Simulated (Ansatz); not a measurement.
CsTlO:
```xyz
6
Lattice="7.1415 1.8919 0.0000 -7.1415 1.8919 0.0000 -1.8697 0.0000 6.3466" Properties=species:S:1:pos:R:3 pbc="T T T"
Cs    -6.0373     1.8919     2.1731
Cs     4.1677     1.8919     4.1735
Tl    -2.4093     1.8919     0.8959
Tl     0.5396     1.8919     5.4507
O      3.2142     1.8919     1.2899
O     -5.0839     1.8919     5.0567
```

Relaxed with r²SCAN. Special points in fractions of this cell's reciprocal vectors: Γ (0.000, 0.000, 0.000); C (0.269, 0.269, 0.000); C2 (-0.269, 0.731, 0.000); Y2 (-0.500, 0.500, 0.000); M2 (-0.500, 0.500, 0.500); D (-0.257, 0.743, 0.500); D2 (0.257, 0.257, 0.500); A (0.000, 0.000, 0.500); L2 (0.000, 0.500, 0.500); V2 (0.000, 0.500, 0.000).

Task: List the band energies nearest the valence-band maximum at these points for r²SCAN (plane waves, PAW; program Ansatz).

Result: In eV from the valence-band maximum; about four levels below and three above (degenerate sets whole), none deeper than 8.9 eV; points with the same levels are listed once.

```tsv
k	below	above
Γ	-1.29 -1.15 -1.09 -0.07	2.96 3.36 3.85
C	-1.45 -1.34 -0.57 -0.30	2.31 2.69 3.10
Y2	-1.16 -1.14 -0.86 -0.13	2.89 3.08 3.66
M2	-1.09 -1.07 -0.76 -0.27	1.88 2.72 3.35
D	-1.50 -1.44 -0.45 -0.45	3.24 3.33 4.13
A	-1.11 -1.01 -0.98 -0.41	2.46 2.49 4.12
L2	-1.48 -1.46 -0.49 -0.35	3.17 3.34 4.21
V2	-1.41 -1.39 -0.57 -0.21	2.29 2.56 3.42
```

Space group C2/m. The workflow started from a Materials Project entry (that database holds measured and hypothetical structures alike); the Crystallography Open Database copy checked does not list it. Whether it is the stable phase at ambient conditions was not checked. The r²SCAN relaxation kept the symmetry of its start; whether a distortion lowers the energy is not shown. Scalar-relativistic: spin–orbit coupling is off unless named, which matters more the heavier the elements.

Potentials: the later of the program's two PAW sets.
